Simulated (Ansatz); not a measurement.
Total density of states per atom from r²SCAN in the plane-wave PAW code Ansatz, in 0.25 eV bins, energy from the Fermi level:

```
E (eV)  states/eV/atom
------  --------------
-7.85             0.01
-7.60             0.05
-7.35             0.07
-7.10             0.10
-6.85             0.14
-6.60             1.28
-6.35             2.81
-6.10             3.49
-5.85             2.41
-5.60             2.09
-5.35             3.30
-5.10             3.29
-4.85             3.44
-4.60             3.09
-4.35             2.83
-4.10             2.83
-3.85             2.68
-3.60             3.19
-3.35             3.90
-3.10             0.36
-2.85             0.21
-2.60             0.20
-2.35             0.20
-2.10             0.20
-1.85             0.21
-1.60             0.21
-1.35             0.22
-1.10             0.22
-0.85             0.23
-0.60             0.24
-0.35             0.25
-0.10             0.27
0.15              0.26
0.40              0.26
0.65              0.25
0.90              0.25
1.15              0.25
1.40              0.25
1.65              0.26
1.90              0.26
2.15              0.26
2.40              0.24
2.65              0.22
2.90              0.21
3.15              0.20
3.40              0.20
3.65              0.17
3.90              0.18
4.15              0.15
4.40              0.22
4.65              0.36
```

Q: Which compound is it?
(A) Ag, dhcp (α-La type)
(B) CdAg3, I4/mmm (Cd on 2a, Ag on 4d, Ag on 2b)
(C) LaAg2Ge2, I4/mmm (La on 2a, Ag on 4d, Ge on 4e)
(D) AlN, rock salt

A: A, Ag, dhcp (α-La type). Within 0.5 eV of the Fermi level: Ag 5s 56 %, Ag 4d 14 %, outside the projected shells 29 %. Projections are on Löwdin-orthogonalised atomic valence shells; empty p or d shells of many metals are not among them.

Space group P6_3/mmc (dhcp (α-La type)). The first step of the workflow began from a Materials Project structure, measured or hypothetical; the Crystallography Open Database files this formula in space group No. 194, but the cells were not matched. It is not the phase usual at ambient conditions (space group No. 225). Symmetry was held in the r²SCAN relaxation; of distortions, only those at the zone centre were tested. The run is not spin-polarised. Scalar-relativistic: spin–orbit coupling is off unless named, which matters more the heavier the elements.

Potentials: the later of the program's two PAW sets.
